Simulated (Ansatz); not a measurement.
LaInO₃:
```xyz
20
Lattice="5.9497 0.0000 0.0000 0.0000 8.2507 0.0000 0.0000 0.0000 5.7349" Properties=species:S:1:pos:R:3 pbc="T T T"
La     5.6323     2.0627     0.0886
La     0.3174     6.1881     5.6463
La     3.2923     6.1881     2.9561
La     2.6574     2.0627     2.7788
In     0.0000     0.0000     2.8675
In     2.9749     0.0000     0.0000
In     2.9749     4.1254     0.0000
In     0.0000     4.1254     2.8675
O      0.2662     2.0627     3.5151
O      5.6835     6.1881     2.2199
O      2.7087     6.1881     0.6476
O      3.2410     2.0627     5.0873
O      1.1798     0.4929     1.1243
O      4.7699     7.7578     4.6107
O      1.7951     7.7578     3.9917
O      4.1546     0.4929     1.7432
O      4.1546     3.6324     1.7432
O      1.7951     4.6183     3.9917
O      4.7699     4.6183     4.6107
O      1.1798     3.6324     1.1243
```

Relaxed with r²SCAN.

Task: Map the valence electron density (e/Å³), cut off at 2 on the plane through (0.947, 0.250, 0.015) spanned by u = [1, 0, 0] and v = [0, 0, 1] in lattice vectors, from r²SCAN (plane waves, PAW; program Ansatz).

Result: x is the fraction of u, y of v (the angle between them is 90°; rows are the nearest grid lines); atoms in the plane: La at (0.00, 0.00), La at (0.50, 0.47), O at (0.10, 0.60), O at (0.60, 0.87).
```
y \ x   0.000  0.100  0.167  0.267  0.367  0.467  0.533  0.633  0.733  0.833  0.900   1.00
------  -----  -----  -----  -----  -----  -----  -----  -----  -----  -----  -----  -----
1.00     1.34   1.73  0.810  0.067  0.048  0.226  0.647  0.890  0.282  0.796   1.65   1.34
0.931    1.51   1.61  0.617  0.053  0.065  0.579   2.00   2.00  0.627  0.644   1.56   1.51
0.862    1.34  0.804  0.266  0.043  0.075  0.801   2.00   2.00  0.789  0.299  0.790   1.34
0.759   0.363  0.550  0.344  0.087  0.065  0.339   1.03   1.37  0.286  0.074  0.116  0.363
0.690   0.854   2.00   1.43  0.201  0.108  0.304  0.435  0.336  0.106  0.049  0.113  0.854
0.621    1.96   2.00   2.00  0.357  0.383   1.07   1.07  0.405  0.067  0.045  0.148   1.96
0.552    1.57   2.00   2.00  0.389   1.01   1.65   1.60   1.03  0.101  0.043  0.133   1.57
0.448   0.266  0.590  0.408  0.216   1.33   1.38   1.38   1.37  0.142  0.040  0.061  0.266
0.379   0.080  0.124  0.106  0.117  0.907   1.70   1.73  0.902  0.118  0.047  0.042  0.080
0.310   0.049  0.054  0.055  0.074  0.334   1.01   1.01  0.330  0.094  0.060  0.046  0.049
0.241   0.153  0.097  0.073  0.073  0.102  0.205  0.201  0.097  0.075  0.077  0.103  0.153
0.138    1.45  0.797  0.258  0.078  0.048  0.044  0.055  0.061  0.064  0.249  0.808   1.45
0.0690   1.57   1.52  0.581  0.074  0.041  0.079  0.148  0.180  0.113  0.574   1.54   1.57
0.000    1.34   1.73  0.810  0.067  0.048  0.226  0.647  0.890  0.282  0.796   1.65   1.34
```

The density is the valence pseudo-density with augmentation charge, so density and ELF within about 1 Å of a nucleus are not all-electron values.

Space group Pnma. The first step of the workflow began from a Materials Project structure, measured or hypothetical; the Crystallography Open Database files this formula in space group No. 62, but the cells were not matched. Whether it is the stable phase at ambient conditions was not checked. The r²SCAN relaxation kept the symmetry of its start; whether a distortion lowers the energy is not shown. Spin–orbit coupling is left out wherever it is not named.

Potentials: the later of the program's two PAW sets.
